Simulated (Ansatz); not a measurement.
A trial cell of MgCdO, before relaxation:

Space group P4/nmm:1 (No. 129). a = 3.612 Å, b = 3.612 Å, c = 6.211 Å, α = 90.00°, β = 90.00°, γ = 90.00°
| atom | site | symmetry | x | y | z |
| --- | --- | --- | --- | --- | --- |
| Mg | 2c | 4mm | 0.0000 | 0.5000 | 0.6278 |
| Cd | 2c | 4mm | 0.0000 | 0.5000 | 0.1669 |
| O | 2a | -4m2 | 0.0000 | 0.0000 | 0.0000 |

Theory: Ansatz 0.2.0, DFT PBE, scalar-relativistic, plane waves, PAW. Cutoff 420 eV, Gaussian smearing, Γ-centred meshes. Cell and atoms relax first on a coarse mesh and then on a finer one. In between, the cell is made exact in the group found at 0.06 Å. In metals the finer mesh still leaves noise of several meV/atom or more. The steps can't lower the symmetry of their start. No spin polarisation in the relaxation; trial moments died out in a coarse test.

A guess keeps its type if space group and coordination stay and the shape of the cell changes little (axis ratios within about 15 %, angles within 6°); the volume may change.

Question: Does this structure survive the relaxation?

Answer: It doesn't keep its type. The symmetry stays P4/nmm (No. 129). The volume per atom grows by 49.3 %, from 13.5 to 20.2 Å³. The shortest distance goes from 2.08 Å (Cd–O) to 2.01 Å (Mg–O). The ratio c/a of the conventional cell changes by a factor of 1.08. Counting neighbours within 15 % of an atom's shortest distance, the start has Cd 4, Mg 13, O 4 and the end Cd 4, Mg 4, O 4. In detail, at the end around Mg lie 4 O at 2.01 Å and 4 Mg at 2.85 Å; Cd has 4 Cd at 2.93 Å; O is surrounded by 4 Mg at 2.01 Å.

```
Mg Cd O
1.0
     4.01763    0.00000    0.00000
     0.00000    4.01763    0.00000
     0.00000    0.00000    7.49440
Mg Cd O
2 2 2
Direct
  0.00000 0.50000 0.98869
  0.50000 0.00000 0.01131
  0.00000 0.50000 0.45344
  0.50000 0.00000 0.54656
  0.00000 0.00000 0.00000
  0.50000 0.50000 0.00000
```

The last run used a 10×10×6 mesh (in the run's order of axes) for its 6-atom cell and Gaussian smearing of 0.10 eV. Symmetry constrained the relaxation, so the result can be a saddle point. Another cell of MgCdO relaxed alike, in Cmcm, lies 86 meV/atom lower, so this cell isn't the stable form at this level.
